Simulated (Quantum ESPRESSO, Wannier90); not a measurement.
**Tight-binding from DFT: GeS (Pnma)**

```
begin unit_cell_cart
ang
   10.7807500000    0.0000000000    0.0000000000
    0.0000000000    3.6031400000    0.0000000000
    0.0000000000    0.0000000000    4.5231300000
end unit_cell_cart
begin atoms_frac
Ge  -0.1277500000  0.2500000000  0.3668900000
Ge   0.1277500000 -0.2500000000 -0.3668900000
Ge  -0.3722500000 -0.2500000000 -0.1331100000
Ge   0.3722500000  0.2500000000  0.1331100000
S   -0.3451700000  0.2500000000 -0.4852100000
S    0.3451700000 -0.2500000000  0.4852100000
S   -0.1548300000 -0.2500000000  0.0147900000
S    0.1548300000  0.2500000000 -0.0147900000
end atoms_frac
```

Cell from Materials Project (mp-2242), symmetrised, no further relaxation. COD (Crystallography Open Database) has an entry of this formula and space group (matched by these alone). Method: PBEsol plane waves in Quantum ESPRESSO 7.5 (PseudoDojo norm-conserving files, 63 Ry, no spin polarisation, no spin-orbit coupling), Bloch states on a 4×6×6 mesh through Γ, Wannier90 4.0.1. Density: 4×8×8 mesh, cold smearing 0.01 Ry. The cell is built of weakly bound layers, chains or molecules, whose nearest atoms lie 3.50 Å apart. Database cells relaxed without dispersion often hold them too far apart, which can enlarge gaps and weakens couplings between them; spacing and stacking were not compared with the measured crystal. Spin-orbit coupling, left out, would split the p-like bands by a few tenths of an eV.

A tight-binding model is made by disentanglement and projection with no localisation steps (num_iter = 0), so the 32 orbitals stay atom-like: hydrogen-like Ge: s;p; S: s;p, axes along x, y, z; frozen window up to 2.53 eV relative to the valence-band maximum. It follows pw.x to 3.9 meV rms for states up to 2.0 eV relative to the valence-band maximum. Matrix elements depend on this choice of orbitals and windows.

Question: Which pairs of orbitals on different sites are coupled most strongly? Give distance, modulus and how many such pairs a cell has.

Answer: 
```csv
orbital,orbital,distance of the centres (Å),modulus (eV),pairs
Ge px,S px,2.66,2.38,4
Ge px,S s,2.56,2.02,4
Ge s,S px,2.52,1.99,4
Ge pz,S py,2.51,1.72,8
Ge py,S pz,2.51,1.67,8
Ge s,S py,2.46,1.59,8
Ge py,S s,2.49,1.54,8
Ge pz,S s,2.45,1.44,8
Ge s,S pz,2.43,1.38,8
Ge s,S s,2.41,1.24,12
Ge py,S py,2.55,1.16,8
Ge px,S pz,2.53,1.02,4
Ge pz,S px,2.50,0.93,4
Ge py,S py,2.32,0.89,4
Ge px,S px,2.36,0.86,8
Ge px,Ge px,3.38,0.67,4
Ge py,Ge py,3.60,0.66,4
Ge px,S px,3.32,0.65,4
Ge pz,S pz,2.47,0.63,8
Ge pz,S pz,3.39,0.59,8
Ge s,S pz,2.39,0.58,4
Ge pz,S pz,2.37,0.55,4
Ge pz,S s,2.40,0.53,4
Ge pz,S py,3.35,0.53,8
Ge px,Ge py,3.43,0.51,8
Ge py,S pz,3.33,0.50,8
Ge px,Ge s,3.46,0.43,8
Ge pz,S px,3.49,0.38,4
Ge px,Ge pz,3.44,0.37,8
Ge px,S py,2.45,0.35,8
```
